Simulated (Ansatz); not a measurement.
Sc, first-principles data

Sc:
```xyz
1
Lattice="0.0000 2.3165 2.3165 2.3165 0.0000 2.3165 2.3165 2.3165 0.0000" Properties=species:S:1:pos:R:3 pbc="T T T"
Sc     0.0000     0.0000     0.0000
```

Space group Fm-3m (No. 225), fcc (Cu type); conventional cell a = 4.6330 Å, b = 4.6330 Å, c = 4.6330 Å, α = 90.00°, β = 90.00°, γ = 90.00°.

Method: DFT-r²SCAN+D4 in the program Ansatz with PAW potentials. Structure relaxed to zero pressure with the same functional. Other levels are named where they apply.

### Cell and energy

| Item | Value |
|---|---|
| Volume per atom | 24.86 Å³ |
| Density | 3.00 g/cm³ |

### Electronic structure

| Item | Value |
|---|---|
| Electronic character | metallic (no gap) |
| Density of states at the Fermi level | 2.1 states/eV per atom (mean over ±0.08 eV) |

### Mechanics

| Property | Value |
|---|---|
| Bulk modulus (Birch–Murnaghan fit) | 52.8 GPa |
| Pressure derivative B′ | 2.7 |
| Elastic constants (relaxed ions, GPa) | C11 = 62.7, C12 = 49.1, C44 = 36.1 |
| Mechanical stability | stable (all eigenvalues of C positive) |
| Hill bulk and shear moduli | 53.6 and 18.8 GPa |
| Young's modulus | 50.6 GPa |
| Poisson's ratio | 0.34 |
| Debye temperature from the elastic constants | 287 K |

The workflow started from an entry of the Crystallography Open Database (COD), which files this formula under 2 space groups. It is not the phase usual at ambient conditions (space group No. 194). The r²SCAN+D4 relaxation kept the symmetry of its start; its stability against distortions is not shown here. No spin polarisation was allowed. The pairwise dispersion correction was not fitted to metals. As this level gives no gap, shear constants depend on the k-mesh and smearing (Fermi–Dirac, 0.1 eV here).

Potentials: the later of the program's two PAW sets.
